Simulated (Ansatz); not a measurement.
**CaC$_{2}$: how the free axis answers a strain**

CaC$_{2}$, R-3m, a = 3.861 Å, c = 11.782 Å. The structure is a Materials Project entry; whether it is the stable form wasn't checked. Ansatz: r2SCAN, PAW, 500 eV, Γ-centred 9×9×2 mesh on 9 atoms, Gaussian smearing 0.02 eV; no spin polarisation. Series: biaxial strain in the a-b plane, c and atoms relaxed; x is the strain in per cent. y is the change of c in per cent of 11.782 Å.

| x (%) | y (%) |
| --- | --- |
| -3.0 | ? |
| -1.5 | 1.06 |
| 0.0 | 0.00 |
| 1.5 | -1.00 |
| 3.0 | -2.01 |

**Question.** Fit y = c1 x + c2 x² to the other rows, say what c1 measures, and predict the missing y.

**Answer.** Least squares on the rows shown. y = −0.6909 x + 0.007677 x². With no stress along c, c1 = −2C13/C33 = -0.691. At x = -3.0 the fit asked for gives 2.14 %. The run gave 2.11 %, so the fit is 0.03 % too high, a small miss on the scale of the series. The form still works here, 33 % of the fitted range beyond its end.